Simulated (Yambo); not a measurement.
G0W0@PBE for GaN (wurtzite, space group P6_3mc, No. 186) in Yambo (6×6×2 mesh, 15 Ry block, plasmon pole, screening fixed), without a terminator:

| bands N in G | gap Γ → Γ (eV) | shift of the valence edge (eV) |
|---|---|---|
| 82 | 2.732 | -0.089 |
| 138 | 2.811 | -0.350 |
| 215 | 2.858 | -0.475 |

Extrapolate both columns to infinite N with E(N) = E∞ + A/N, test the form, and compare with the terminator.

From two points, E∞ = (N2 E2 − N1 E1)/(N2 − N1). The two largest N give 2.94 eV for the gap and -0.70 eV for the shift; the two smallest give 2.93 eV and -0.73 eV. For the gap the slopes A are -16 and -18 eV: the 1/N form holds. For the shift the slopes A are 53 and 48 eV: the 1/N form holds. With the Bruneval-Gonze terminator and 215 bands the run gives 2.93 eV and -0.61 eV, 0.02 eV and 0.09 eV from the extrapolated values: the terminator too is an estimate of the remainder. Block, mesh and the bands in W are held fixed.

Spin-orbit coupling is not included.

Geometry relaxed with PBEsol; primitive cell a = b = 3.184 Å, c = 5.187 Å, α = β = 90.00°, γ = 120.00°.

A shift is the quasiparticle energy of the state minus its PBE energy.

The potentials are those of PseudoDojo's stringent table.
